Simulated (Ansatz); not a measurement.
A geometry of Ru away from equilibrium: step 2 of the relaxation of a relaxed Ru cell, doubled along one cell vector, shaken by Gaussian noise of σ = 0.08 Å a coordinate. The numbers are results of r2SCAN (plane waves to 500 eV, PAW, scalar-relativistic; Ansatz, a first-principles code), not measurements. Γ-centred k-mesh 15×15×7 on the run's cell (coarser than for final values), Fermi–Dirac smearing 0.05 eV.

```xyz
2
Lattice="-1.6088 1.6094 1.3478 1.6227 -1.6247 1.3819 3.1597 3.1914 -2.7313" Properties=species:S:1:pos:R:3 pbc="T T T"
Ru    -0.1580     0.0842     1.4286
Ru     1.7846     1.3720    -0.1179
```

### Question
What forces act on the atoms (eV/Å)?

### Answer
```tsv
atom	Fx	Fy	Fz
Ru1	-0.89	1.23	-0.66
Ru2	0.89	-1.23	0.66
```

### Question
What is the pressure?

### Answer
-6.7 GPa, compression positive.

### Question
How far above the relaxed end point is this geometry?

### Answer
0.22 eV/atom; the path ends in P6₃/mmc (No. 194) (hcp (Mg type)).

No spin polarisation in the result.

The run could not lose the symmetry of its start.

Of the parent cell (I4/mmm (No. 139)): it is a generated cell of Ru: the first start was made by a random draw of sites in a space group, and the end was not matched to a known phase here, so it may be hypothetical. Known forms of Ru include space group No. 194.
